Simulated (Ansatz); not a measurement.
The elements of this relaxed trial crystal are hidden behind letters.

```
lattice vectors (Å)
   0.0000    4.6743    4.6743
   4.6743    0.0000    4.6743
   4.6743    4.6743    0.0000
fractional positions
X 0.0000 0.0000 0.0000
Z 0.7500 0.7500 0.7500
Q 0.3754 0.3754 0.3754
Q 0.8738 0.3754 0.3754
Q 0.3754 0.3754 0.8738
Q 0.3754 0.8738 0.3754
```

The calculation used DFT PBE, scalar-relativistic, plane waves, PAW in Ansatz. Cutoff 420 eV, Γ-centred 8×8×8 mesh (6-atom cell), Gaussian smearing of 0.10 eV, no spin polarisation.

- Space group: F-43m (No. 216)
- Conventional cell: a = 9.349 Å
- Volume per atom: 34.04 Å³
- Density: 4.04 g/cm³
- Formation energy: −0.79 eV/atom
- Gap on the 8×8×8 mesh of the 6-atom cell: 0 eV (a metal)

Energies are uncorrected and count from the elements' standard states at the same level.

**Question.** X is an s-block element of period 6, Z is an s-block element of period 4 and Q is a p-block element of period 4. Which elements are they?

**Answer.** X = Ba, Z = Ca, Q = Br, so the formula is BaCaBr4. Density times volume gives a mean mass of 4.04 × 34.04/1.6605 = 82.8 u per atom, and this set has 82.8 u. Ba is surrounded by 12 Br at 3.88 Å and 4 Ca at 4.05 Å; Ca has 12 Br at 3.87 Å and 4 Ba at 4.05 Å; Br has 6 Br at 3.30–3.32 Å, 3 Ca at 3.87 Å and 3 Ba at 3.88 Å. Other sets within the hints have nearly the same mass, so mass alone doesn't settle it; this one was computed.

The cell is a metal run without spin; a magnetic state may lie lower. Symmetry constrained the relaxation, so the result can be a saddle point.
